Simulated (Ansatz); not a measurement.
Input:

Y$_{3}$Si:
```
Y3Si
1.0
    0.00000     3.69954     3.69954
    3.69954     0.00000     3.69954
    3.69954     3.69954     0.00000
Si Y
1 3
Direct
  0.00000   0.00000   0.00000
  0.50000   0.50000   0.50000
  0.25000   0.25000   0.25000
  0.75000   0.75000   0.75000
```

This is the PBE-relaxed structure.

### Question
All from DFT-PBE in the program Ansatz with PAW potentials, unless another level is named. Give the electronic character.

### Answer
metallic (no gap).

### Question
Give the density of states at the Fermi level.

### Answer
2.0 states/eV per atom (mean over ±0.08 eV).

### Question
What about the formation energy from the elements (no fitted shifts)?

### Answer
-0.020 eV/atom.

Space group Fm-3m. A made-up cell: these elements were put on the sites of a structure type; neither database checked (COD, Materials Project) lists it. Its standing as an ambient phase is unchecked. Symmetry was held in the PBE relaxation; its stability against distortions is not shown here. No spin polarisation was allowed. The references are the lowest solids computed at this level, not always the standard phases. Spin–orbit coupling is left out wherever it is not named.

Potentials: the later of the program's two PAW sets.
